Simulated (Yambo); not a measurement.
A G0W0@LDA run in Yambo for Rb2NaScF6 (space group Fm-3m, No. 225) (2×2×2 Γ-centred k mesh, bands 3 to 317 and a 8 Ry block in the screening, 317 bands in G with the Bruneval-Gonze terminator, plasmon pole fitted at 27.2 eV) gives these matrix elements, in eV, at the band edges (Γ → Γ):

```
state               E0    <Vxc>     <Σx>  <Σc(E0)>      Z
---------------  -----  -------  -------  --------  -----
valence edge     0.000  -22.216  -30.014     4.922  0.802
conduction edge  6.548   -9.474   -4.639    -3.042  0.891
```

Q: Solve the linearised quasiparticle equation for both states, give the gap, and say how exchange and correlation each act on it.

A: E = E0 + Z(Σx + Σc − Vxc). Valence: 0.000 + 0.802 × (-30.014 + (4.922) − (-22.216)) = -2.31 eV. Conduction: 6.548 + 0.891 × (-4.639 + (-3.042) − (-9.474)) = 8.14 eV. The gap is 10.45 eV, against 6.55 eV in LDA. Replacing Vxc by bare exchange alone would open it by 12.63 eV; correlation takes back 7.96 eV of that, and Z scales what is left. Nearest settings tried, and what they do to the gap: 247 bands in W, 247 bands in G: +22 meV; 6 Ry block (307 vectors against 459): -4 meV; 1×1×1 mesh: -74 meV. So the settings aren't converged at that level. The k mesh is coarse. 

Geometry of the Materials Project entry, not relaxed at this level; primitive cell a = 6.1865 Å, b = 6.1865 Å, c = 6.1865 Å, α = 60.00°, β = 60.00°, γ = 60.00°.

The structure is a Materials Project entry; no match was found in the copy of COD used, and its stability was not checked.
